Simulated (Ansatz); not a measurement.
YZn (CsCl type, space group No. 221) under volume change, plane-wave PAW r²SCAN (Ansatz code), scaled uniformly.

```
V (Å³/atom)  E − E(relaxed) (meV/atom)  P (GPa)
-----------  -------------------------  -------
20.606                            44.0     7.46
21.285                            18.6     4.60
21.965                             4.4     2.13
22.644                             0.0     0.01
23.323                             3.9    -1.82
24.003                            15.1    -3.39
24.682                            32.4    -4.74
```

Question: What does a third-order Birch–Murnaghan fit give for V₀, B₀ and B′?

Answer: V₀ = 22.65 Å³/atom, B₀ = 65.5 GPa, B′ = 4.0.

Space group Pm-3m (CsCl type). The workflow started from an entry of the Crystallography Open Database (COD). Its standing as an ambient phase is unchecked. The r²SCAN relaxation kept the symmetry of its start; whether a distortion lowers the energy is not shown. The run is not spin-polarised.

Potentials: the later of the program's two PAW sets.
